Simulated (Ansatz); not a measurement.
Relaxation of a relaxed TiO2 cell with every coordinate shifted by Gaussian noise of σ = 0.3 Å; 6 atoms in the cell, which starts as P1 (No. 1), aP6; a = b = 3.798 Å, c = 5.546 Å, α = β = 110.03°, γ = 90.00°. All values below come from PBE (plane waves to 420 eV, PAW, scalar-relativistic; Ansatz, a quantum-chemistry and plane-wave program). Γ-centred k-mesh 7×7×9 on the run's cell (coarser than for final values), Fermi–Dirac smearing 0.05 eV. This is the first round of the run. 

The optimiser's lines from the output (shortened; P is positive under compression):

```
relax step   1: F+E_penalty+E_count = -7269.19055476 eV  Δ(F+E_penalty+E_count) = +0.000e0 eV  max|allowed force component| = 5.538e0 eV/Å  Δτ_max = 0.0000 Å  P = +7.653 GPa  Ω = 70.004 Å³  (10 SCF iters, dr2 threshold 1.00e-7 eV, accepted)
relax step   2: F+E_penalty+E_count = -7273.24105694 eV  Δ(F+E_penalty+E_count) = -4.051e0 eV  max|allowed force component| = 3.460e0 eV/Å  Δτ_max = 0.1949 Å  P = -2.281 GPa  Ω = 72.502 Å³  (11 SCF iters, dr2 threshold 6.00e-7 eV, accepted)
relax step   3: F+E_penalty+E_count = -7275.90970480 eV  Δ(F+E_penalty+E_count) = -2.669e0 eV  max|allowed force component| = 3.010e0 eV/Å  Δτ_max = 0.1952 Å  P = -2.356 GPa  Ω = 71.498 Å³  (10 SCF iters, dr2 threshold 6.00e-7 eV, accepted)
relax step   4: F+E_penalty+E_count = -7277.09277838 eV  Δ(F+E_penalty+E_count) = -1.183e0 eV  max|allowed force component| = 1.116e0 eV/Å  Δτ_max = 0.1943 Å  P = -1.100 GPa  Ω = 70.689 Å³  (9 SCF iters, dr2 threshold 6.00e-7 eV, accepted)
relax step   5: F+E_penalty+E_count = -7277.47369044 eV  Δ(F+E_penalty+E_count) = -3.809e-1 eV  max|allowed force component| = 2.787e-1 eV/Å  Δτ_max = 0.2000 Å  P = -1.205 GPa  Ω = 70.508 Å³  (9 SCF iters, dr2 threshold 6.00e-7 eV, accepted)
relax step   6: F+E_penalty+E_count = -7277.51425810 eV  Δ(F+E_penalty+E_count) = -4.057e-2 eV  max|allowed force component| = 1.136e-2 eV/Å  Δτ_max = 0.1022 Å  P = -0.001 GPa  Ω = 70.078 Å³  (8 SCF iters, dr2 threshold 6.00e-7 eV, accepted)
relax step   7: F+E_penalty+E_count = -7277.51552118 eV  Δ(F+E_penalty+E_count) = -1.263e-3 eV  max|allowed force component| = 4.914e-3 eV/Å  Δτ_max = 0.0068 Å  P = +0.056 GPa  Ω = 69.996 Å³  (5 SCF iters, dr2 threshold 6.00e-7 eV, accepted)
relax step   8: F+E_penalty+E_count = -7277.51559926 eV  Δ(F+E_penalty+E_count) = -7.808e-5 eV  max|allowed force component| = 1.060e-3 eV/Å  Δτ_max = 0.0026 Å  P = -0.004 GPa  Ω = 69.999 Å³  (6 SCF iters, dr2 threshold 5.72e-8 eV, accepted)
relax step   9: F+E_penalty+E_count = -7277.51558087 eV  Δ(F+E_penalty+E_count) = +1.839e-5 eV  max|allowed force component| = 1.090e-3 eV/Å  Δτ_max = 0.0000 Å  P = +0.008 GPa  Ω = 69.999 Å³  stress off target by 9.99e-3 GPa  SCF on the basis re-selected at this cell (its energy is not comparable with the rows above)  (7 SCF iters)
```

From the first to the last row the energy changes by -1.39 eV/atom and the volume by 0.0 %. The last row is marked as not comparable with the walk above it, whose basis was carried along; it does compare with step 1, since both stand on a basis selected at the nominal cutoff for their own cell.

Later rounds, restarted from the end of this one on a renewed k-mesh, logged 2 more steps and released under 1 meV/atom more. The final structure after all rounds: I4₁/amd, origin choice 1 (No. 141), tI12, anatase type; a = 3.7985 Å, b = 3.7985 Å, c = 9.7029 Å, α = 90.00°, β = 90.00°, γ = 90.00°. Between re-selections the logged energies stand on a plane-wave basis carried along with the cell. No spin polarisation in the result.
